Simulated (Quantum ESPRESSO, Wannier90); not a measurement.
# Wannierisation of GeSe$_{2}$ (I-42d)

```xyz
6
Lattice="5.9366 0.0000 0.0000 0.0000 5.9366 0.0000 -2.9683 -2.9683 4.7857" Properties=species:S:1:pos:R:3 pbc="T T T"
Ge     0.0000    -2.9683     2.3928
Ge     0.0000     0.0000     0.0000
Se    -1.4842    -1.4127    -1.1964
Se    -1.4127     1.4842     1.1964
Se     1.4842     1.4127    -1.1964
Se     1.4127    -1.4842     1.1964
```

Materials Project entry mp-10074; symmetrised, unrelaxed at this level. Not found in the COD (Crystallography Open Database) copy used; not checked further. Level: PBEsol, no spin polarisation, no spin-orbit coupling; pw.x of Quantum ESPRESSO at 69 Ry with PseudoDojo potentials, 4×4×4 k-points, Wannier90. Density: 6×6×6 mesh, cold smearing 0.01 Ry. Spin-orbit coupling, left out, would split the p-like bands by a few tenths of an eV.

Bands 31-46 form an isolated set from -14.15 to 0.00 eV relative to the valence-band maximum (on the path) and are turned into 16 Wannier functions by minimising the spread from the start: sp3 on Se.

Problem. Where do the functions sit, how wide are they and what are they made of?

Solution. 
```json
[
 {"functions": "8", "spread (Å²)": "1.74", "nearest atom, distance (Å)": "Se 1.02", "second atom, distance (Å)": "Ge 1.36", "weight on atomic waves": "Se 4p 49 %, Ge 4p 24 %, Ge 4s 16 %"},
 {"functions": "8", "spread (Å²)": "1.79", "nearest atom, distance (Å)": "Se 0.46", "second atom, distance (Å)": "Ge 2.48", "weight on atomic waves": "Se 4p 56 %, Se 4s 36 %, Ge 4p 5 %"}
]
```

Ω_I = 24.93 Å², Ω_total = 28.30 Å²; the interpolated bands follow pw.x to 4.1 meV rms on the path. It is the lowest total spread that any start reached here.
